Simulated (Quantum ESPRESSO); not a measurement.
Ga3MgSeP3, input and log of a self-consistent run

Computed values, not a measurement. The program is pw.x of Quantum ESPRESSO 7.5 (plane-wave density functional theory). The cell is made up: 8 atoms on a zincblende/diamond lattice, with randomly drawn elements, strain and displacements, not relaxed. PseudoDojo standard norm-conserving files (v0.5 for PBE, v0.4.1 for LDA and PBEsol) set the functional; there is no spin polarisation, spin-orbit coupling or dispersion term, and the masses in the input are unused placeholders.

Input:

```
&control calculation='scf', pseudo_dir='./dojo.nc.sr.pbe.v0_5.standard.upf', outdir='./o', disk_io='medium', tprnfor=.true., tstress=.true. /
&system ibrav=0, nat=8, ntyp=4, nbnd=46, ecutwfc=85.99341389, nosym=.true., tot_charge=0,
 occupations='smearing', smearing='fd', degauss=0.0018374661
/
&electrons conv_thr=7.350e-09, electron_maxstep=60, /
ATOMIC_SPECIES
Ga 1.0 Ga.upf
Mg 1.0 Mg.upf
P 1.0 P.upf
Se 1.0 Se.upf
CELL_PARAMETERS angstrom
5.7997 -0.0016 0.0358
-0.0016 5.7035 0.0023
0.0361 0.0023 5.6229
ATOMIC_POSITIONS angstrom
Ga 0.0722 0.0097 -0.0095
Ga 0.0267 2.8716 2.8294
Mg 2.895 0.0046 2.9258
Ga 2.8488 2.9125 -0.0043
Se 1.4854 1.4341 1.4201
P 1.4193 4.2717 4.1855
P 4.4018 1.3535 4.2615
P 4.3439 4.2776 1.4502
K_POINTS automatic
4 4 4 1 1 1
```

The log is shortened where brackets say so; the opening notice, blank lines, dates and the lines on written files are dropped, and the path of the files is cut. It prints rydbergs, bohrs and kilobars, and counts compression as positive stress. With no partly filled state, the Fermi energy that it prints is only some level between the filled and the empty states on the mesh, and need not lie in the true gap.

```
     Program PWSCF v.7.5
     Parallel version (MPI & OpenMP), running on       1 processor cores
     Number of MPI processes:                 1
     Threads/MPI process:                     1
     [start-up lines left out]
     bravais-lattice index     =            0
     lattice parameter (alat)  =      10.9601  a.u.
     unit-cell volume          =    1255.1240 (a.u.)^3
     number of atoms/cell      =            8
     number of atomic types    =            4
     number of electrons       =        80.00
     number of Kohn-Sham states=           46
     kinetic-energy cutoff     =      85.9934  Ry
     charge density cutoff     =     343.9737  Ry
     scf convergence threshold =      7.3E-09
     mixing beta               =       0.7000
     number of iterations used =            8  plain     mixing
     Exchange-correlation= PBE
                           (   1   4   3   4   0   0   0)
     [axes and pseudopotential details left out]
   Cartesian axes
     site n.     atom                  positions (alat units)
         1        Ga     tau(   1) = (   0.0124487   0.0016725  -0.0016380  )
         2        Ga     tau(   2) = (   0.0046036   0.4951196   0.4878435  )
         3        Mg     tau(   3) = (   0.4991542   0.0007931   0.5044647  )
         4        Ga     tau(   4) = (   0.4911884   0.5021716  -0.0007414  )
         5        Se     tau(   5) = (   0.2561118   0.2472667   0.2448528  )
         6        P      tau(   6) = (   0.2447149   0.7365240   0.7216615  )
         7        P      tau(   7) = (   0.7589558   0.2333697   0.7347654  )
         8        P      tau(   8) = (   0.7489727   0.7375413   0.2500426  )
     number of k points=    32  Fermi-Dirac smearing, width (Ry)=  0.0018
                       cart. coord. in units 2pi/alat
        k(    1) = (   0.1242468   0.1270940   0.1280831), wk =   0.0625000
        k(    2) = (   0.1226550   0.1269895   0.3859590), wk =   0.0625000
     [further k points left out]
     Dense  grid:   135229 G-vectors     FFT dimensions: (  72,  64,  64)
     Estimated max dynamical RAM per process >     189.17 MB
     Initial potential from superposition of free atoms
     starting charge      79.9907, renormalised to      80.0000
     Starting wfcs are   53 randomized atomic wfcs
     total cpu time spent up to now is       16.6 secs
     per-process dynamical memory:   104.7 Mb
     Self-consistent Calculation
     iteration #  1     ecut=    85.99 Ry     beta= 0.70
     Davidson diagonalization with overlap
     ethr =  1.00E-02,  avg # of iterations =  4.0
     Threshold (ethr) on eigenvalues was too large:
     Diagonalizing with lowered threshold
     Davidson diagonalization with overlap
     ethr =  4.84E-04,  avg # of iterations =  2.0
     total cpu time spent up to now is      107.6 secs
     total energy              =    -861.76633658 Ry
     estimated scf accuracy    <       0.38335260 Ry
     iteration #  2     ecut=    85.99 Ry     beta= 0.70
     Davidson diagonalization with overlap
     ethr =  4.79E-04,  avg # of iterations =  4.1
     total cpu time spent up to now is      157.2 secs
     total energy              =    -861.84776642 Ry
     estimated scf accuracy    <       0.22312986 Ry
     iteration #  3     ecut=    85.99 Ry     beta= 0.70
     Davidson diagonalization with overlap
     ethr =  2.79E-04,  avg # of iterations =  2.2
     total cpu time spent up to now is      210.0 secs
     total energy              =    -861.89678361 Ry
     estimated scf accuracy    <       0.01147736 Ry
     iteration #  4     ecut=    85.99 Ry     beta= 0.70
     Davidson diagonalization with overlap
     ethr =  1.43E-05,  avg # of iterations =  8.8
     total cpu time spent up to now is      256.7 secs
     total energy              =    -861.89985262 Ry
     estimated scf accuracy    <       0.00172424 Ry
     iteration #  5     ecut=    85.99 Ry     beta= 0.70
     Davidson diagonalization with overlap
     ethr =  2.16E-06,  avg # of iterations =  4.3
     total cpu time spent up to now is      304.4 secs
     total energy              =    -861.90013882 Ry
     estimated scf accuracy    <       0.00018177 Ry
     iteration #  6     ecut=    85.99 Ry     beta= 0.70
     Davidson diagonalization with overlap
     ethr =  2.27E-07,  avg # of iterations =  2.3
     total cpu time spent up to now is      354.7 secs
     total energy              =    -861.90017485 Ry
     estimated scf accuracy    <       0.00001657 Ry
     iteration #  7     ecut=    85.99 Ry     beta= 0.70
     Davidson diagonalization with overlap
     ethr =  2.07E-08,  avg # of iterations =  3.3
     total cpu time spent up to now is      404.1 secs
     total energy              =    -861.90017883 Ry
     estimated scf accuracy    <       0.00000150 Ry
     iteration #  8     ecut=    85.99 Ry     beta= 0.70
     Davidson diagonalization with overlap
     ethr =  1.87E-09,  avg # of iterations =  3.5
     total cpu time spent up to now is      467.2 secs
     total energy              =    -861.90017941 Ry
     estimated scf accuracy    <       0.00000038 Ry
     iteration #  9     ecut=    85.99 Ry     beta= 0.70
     Davidson diagonalization with overlap
     ethr =  4.73E-10,  avg # of iterations =  2.0
     total cpu time spent up to now is      518.8 secs
     total energy              =    -861.90017949 Ry
     estimated scf accuracy    <       0.00000003 Ry
     iteration # 10     ecut=    85.99 Ry     beta= 0.70
     Davidson diagonalization with overlap
     ethr =  4.33E-11,  avg # of iterations =  3.1
     total cpu time spent up to now is      562.3 secs
     End of self-consistent calculation
          k = 0.1242 0.1271 0.1281 ( 16890 PWs)   bands (ev):
   -68.5773 -41.8847 -41.8838 -41.8175 -41.8066 -41.7928 -35.4023 -35.3667
   -35.3489  -8.7228  -8.4682  -8.4501  -8.4348  -8.4260  -8.4029  -8.3928
    -8.3898  -8.3749  -8.3602  -8.3555  -8.3521  -8.3355  -8.3310  -8.3239
    -7.2056  -4.3056  -3.0496  -2.7229  -0.1401  -0.0379   1.5757   2.7356
     3.1169   3.5957   3.8144   4.1017   4.5749   4.8512   5.8460   6.0615
     7.5626   8.0416   8.2553   8.5203   8.7374   9.0577
     [levels at the other k points left out]
     the Fermi energy is     6.6763 ev
!    total energy              =    -861.90017950 Ry
     estimated scf accuracy    <          6.4E-09 Ry
     smearing contrib. (-TS)   =      -0.00000000 Ry
     internal energy E=F+TS    =    -861.90017950 Ry
     The total energy is F=E-TS. E is the sum of the following terms:
     one-electron contribution =    -527.68895309 Ry
     hartree contribution      =     302.32645425 Ry
     xc contribution           =    -202.14757960 Ry
     ewald contribution        =    -434.39010106 Ry
     convergence has been achieved in  10 iterations
     Forces acting on atoms (cartesian axes, Ry/au):
     atom    1 type  1   force =    -0.05696313   -0.03398319   -0.01826250
     atom    2 type  1   force =    -0.05651667    0.01425477    0.01904193
     atom    3 type  2   force =     0.02713592   -0.01652429   -0.00877732
     atom    4 type  1   force =     0.05230428    0.01890870   -0.02942133
     atom    5 type  4   force =    -0.00778207    0.00723944   -0.00372115
     atom    6 type  3   force =    -0.00114983   -0.02048909    0.03086551
     atom    7 type  3   force =     0.02229190    0.04047208    0.02180700
     atom    8 type  3   force =     0.02067960   -0.00987843   -0.01153215
     Total force =     0.135306     Total SCF correction =     0.000414
     Computing stress (Cartesian axis) and pressure
          total   stress  (Ry/bohr**3)                   (kbar)     P=      -14.86
  -0.00016256   0.00008056  -0.00004518          -23.91       11.85       -6.65
   0.00008056  -0.00009340   0.00003304           11.85      -13.74        4.86
  -0.00004518   0.00003304  -0.00004712           -6.65        4.86       -6.93
     init_run     :     14.54s CPU     16.47s WALL (       1 calls)
     electrons    :    514.93s CPU    545.73s WALL (       1 calls)
     forces       :      7.98s CPU      8.08s WALL (       1 calls)
     stress       :     24.24s CPU     24.40s WALL (       1 calls)
     [timing details left out]
     PWSCF        :   9m21.91s CPU   9m57.04s WALL
     JOB DONE.
```

In other units: free energy -11726.749 eV for the cell, pressure -1.49 GPa, largest force component 1.465 eV/Å. A rerun of the same cell at another strain at 1467 eV and a 6 x 6 x 6 mesh moved values by no more than 0.008 eV in energy, 0.02 GPa in stress and 0.004 eV/Å in force.